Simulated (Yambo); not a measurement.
How GW settings move the gap: BaP₃

G0W0@LDA for BaP$_{3}$ (space group C2/m, No. 12) in Yambo. Reference settings: 2×2×4 Γ-centred k mesh, 281 bands and a 7 Ry block in the screening, 281 bands in G with the Bruneval-Gonze terminator, plasmon pole fitted at 27.2 eV. The LDA gap (0, 0, -0.5) → Γ on this mesh is 0.55 eV; G0W0 gaps are taken between the same points.

```json
[
 {"change from the reference": "reference settings", "G0W0 gap (0, 0, -0.5) → Γ (eV)": "1.21", "shift of the valence edge (eV)": "-0.53"},
 {"change from the reference": "178 bands in W, 178 bands in G", "G0W0 gap (0, 0, -0.5) → Γ (eV)": "1.21", "shift of the valence edge (eV)": "-0.41"},
 {"change from the reference": "178 bands in G", "G0W0 gap (0, 0, -0.5) → Γ (eV)": "1.21", "shift of the valence edge (eV)": "-0.50"},
 {"change from the reference": "127 bands in W", "G0W0 gap (0, 0, -0.5) → Γ (eV)": "1.21", "shift of the valence edge (eV)": "-0.35"}
]
```

The reference isn't shown to be the converged limit.

Geometry of the Materials Project entry, not relaxed at this level; primitive cell a = 7.054 Å, b = 7.054 Å, c = 4.788 Å, α = 108.66°, β = 108.66°, γ = 66.48°.

The structure is a Materials Project entry; no match was found in the copy of COD used, and its stability was not checked.

A shift is the quasiparticle energy of the state minus its LDA energy.
